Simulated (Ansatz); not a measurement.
A scan (energy over volume and axial ratio; atoms clamped) gave these values. All values below come from r2SCAN (plane waves to 500 eV, PAW, scalar-relativistic; Ansatz, a first-principles code).

Shear modulus C′ = (C11 − C12)/2 (fit, atoms clamped): 48 GPa

### Question
Of these crystals, all scanned alike, which one is it?
A) CaSe (rock salt)
B) HgTe (zinc blende)
C) Li₂O (anti-fluorite)
D) KCl (rock salt)

### Answer
A, CaSe (rock salt). The others have, for the shear modulus C′ = (C11 − C12)/2: KCl 20 GPa, HgTe 8 GPa, Li2O 99 GPa

All were relaxed with their symmetry unable to fall. At this level the bands of HgTe touch or barely overlap. Spin-orbit coupling is left out.

(A scan under strain: stresses follow from slopes of the energy per volume, elastic moduli from its curvatures.)
